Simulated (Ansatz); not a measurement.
LuIn8Fe4 single point

Input file of Ansatz 0.2.0:

```yaml
crystal:
  lattice:
    - [0.0, 0.0, 5.785913]
    - [5.004417, -5.004417, 2.892956]
    - [5.004417, 5.004417, -2.892956]
  atoms:
    - { symbol: Lu, position: [0.0, 0.0, 0.0] }
    - { symbol: In, position: [0.5, 0.7807, 0.7807] }
    - { symbol: In, position: [0.2807, 0.2193, 0.7807] }
    - { symbol: In, position: [0.5, 0.2193, 0.2193] }
    - { symbol: In, position: [0.7193, 0.7807, 0.2193] }
    - { symbol: In, position: [0.0, 0.34049, 0.34049] }
    - { symbol: In, position: [0.34049, 0.65951, 0.34049] }
    - { symbol: In, position: [0.0, 0.65951, 0.65951] }
    - { symbol: In, position: [0.65951, 0.34049, 0.65951] }
    - { symbol: Fe, position: [0.5, 0.0, 0.5] }
    - { symbol: Fe, position: [0.5, 0.5, 0.0] }
    - { symbol: Fe, position: [0.0, 0.0, 0.5] }
    - { symbol: Fe, position: [0.0, 0.5, 0.0] }
  symmetry: { tolerance: 0.0003 }
kpoints:
  mp_grid: { grid: [5, 5, 5], shift: [0, 0, 0] }
  band_path:
    path:
      - [0.0, 0.0, 0.0]
      - [0.0, 0.0, 0.5]
      - [0.0, 0.5, 0.5]
      - [0.0, 0.0, 0.0]
      - [0.6670886, 0.3335443, -0.3335443]
      - [0.3329114, 0.6664557, 0.3335443]
      - [0.0, 0.5, 0.5]
      - [0.0, 0.0, 0.5]
      - [0.5, 0.25, 0.25]
      - [0.5, 0.5, 0.0]
      - [0.0, 0.0, 0.0]
    npoints: 6
magnetization:
  spin_polarized: false
scf:
  occupations: { method: cold, width: 0.0208 }
  lower_state_search: "off"
  max_iter: 200
hamiltonian:
  pseudopotentials: { kind: paw }
  xc: lda
basis:
  ecutwfc: 420
  fft_grid_basis: typed
output:
  forces: true
  stress: true
  eigenvalues: true
  bader: true
  populations: true
  elf: true
  write_potential: true
  volumetric_format: npy
  dos:
    e_range: [-12, 8]
    de: 0.05
    projected: { site_lists: { Fe: [Fe], In: [In], Lu: [Lu] } }
checkpoint:
  read: saved_state
```

The saved state is an earlier solution for the same cell, perhaps on another mesh. 

Output (shortened):

```
SCF iter   1: F=—  Δρ=2.41e-3  dr2=8.95e-3
SCF iter   2: F=—  S|Δr|=    0.00e0  Δρ=2.91e-3  dr2=7.28e-3
SCF iter   3: F=—  S|Δr|=    0.00e0  Δρ=1.17e-3  dr2=1.94e-3
SCF iter   4: F=—  S|Δr|=    0.00e0  Δρ=4.35e-4  dr2=4.44e-4
SCF iter   5: F=—  S|Δr|=    0.00e0  Δρ=1.34e-4  dr2=8.10e-5
SCF iter   6: F=—  S|Δr|=    0.00e0  Δρ=1.33e-4  dr2=4.98e-5
SCF iter   7: F=—  S|Δr|=    0.00e0  Δρ=6.59e-5  dr2=1.05e-5
SCF iter   8: F=—  S|Δr|=    0.00e0  Δρ=3.99e-5  dr2=2.90e-6
SCF iter   9: F=—  S|Δr|=    0.00e0  Δρ=8.19e-6  dr2=2.50e-7
SCF iter  10: F=-75824.2073 eV  S|Δr|=    0.00e0  Δρ=5.80e-6  dr2=7.01e-8
Free energy (F): -75824.2073 eV
Harris-Foulkes:  -75824.2073 eV  (|F-HF|=1.14e-7)
Internal energy: -75824.2056 eV  (E = F + TS)
E sigma→0 (E₀):  -75824.2067 eV
Entropy (-TS):   -0.0017 eV (-0.129 meV/atom)
Fermi energy:    11.1264 eV
--- Per-component energies (eV) ---
  E_band       = -1435.2580
  E_kinetic    = 3745.2106
  E_local      = -26735.5863  (includes V_loc(G=0)·N_el)
  E_nonlocal   = 4449.9886
  E_hartree    = 11018.7172
  E_xc         = -2376.2373
  E_vxc        = -1650.9419  (∫ρ·V_xc dr)
  E_paw        = -44484.4076  (= ΣΔE_a)
  E_vpaw       = -3281.3688  (= ΣTr[D̂ρ^β])
  E_aug_tail   = 0.0034  (compensation charges beyond the density's cutoff)
  E_ewald      = -21448.0953
  E_core_change = 6.2011  (= ΣΔE_core)
  E_smearing   = -0.0017  (= −TS)
--- Forces (eV/Å), atoms counted from 1 ---
  atom   1  Lu     0.0000     0.0000     0.0000
  atom   2  In    -0.0529     0.0000     0.0000
  atom   3  In     0.0000    -0.0529     0.0000
  atom   4  In     0.0529     0.0000     0.0000
  atom   5  In     0.0000     0.0529     0.0000
  atom   6  In    -0.6373     0.0000     0.0000
  atom   7  In     0.0000    -0.6373     0.0000
  atom   8  In     0.6373     0.0000     0.0000
  atom   9  In     0.0000     0.6373     0.0000
  atom  10  Fe     0.0000     0.0000     0.0000
  atom  11  Fe     0.0000     0.0000     0.0000
  atom  12  Fe     0.0000     0.0000     0.0000
  atom  13  Fe     0.0000     0.0000     0.0000
--- Stress (GPa, compression-positive) ---
      -17.1449       0.0000       0.0000
        0.0000     -17.1449       0.0000
        0.0000       0.0000     -16.4926
  P = ⅓ Tr σ = -16.9274 GPa (-169.274 kbar)
--- Löwdin populations: 13 sites ---
  site symbol       q [e]
     0     Lu     24.4317
     1     In     13.2467
     2     In     13.2467
     3     In     13.2467
     4     In     13.2467
     5     In     13.2188
     6     In     13.2188
     7     In     13.2188
     8     In     13.2188
     9     Fe     15.5296
    10     Fe     15.5296
    11     Fe     15.5296
    12     Fe     15.5296
  spilling = 0.0030 (of n_electrons = 193.0000)
--- Bader charges: 13 sites ---
  site symbol  charge [e]  shift [e]
     0     Lu      1.3384     0.0000
     1     In     -0.0820     0.0000
     2     In     -0.0820     0.0000
     3     In     -0.0820     0.0000
     4     In     -0.0820     0.0000
     5     In     -0.0397     0.0000
     6     In     -0.0397     0.0000
     7     In     -0.0397     0.0000
     8     In     -0.0397     0.0000
     9     Fe     -0.2130     0.0000
    10     Fe     -0.2130     0.0000
    11     Fe     -0.2130     0.0000
    12     Fe     -0.2130     0.0000
```

Origin: a known structure type with other elements, at an estimated volume, so it need not be a known compound. Caveats: no spin polarisation, so a magnetic state may lie lower; atoms or cell far from equilibrium.
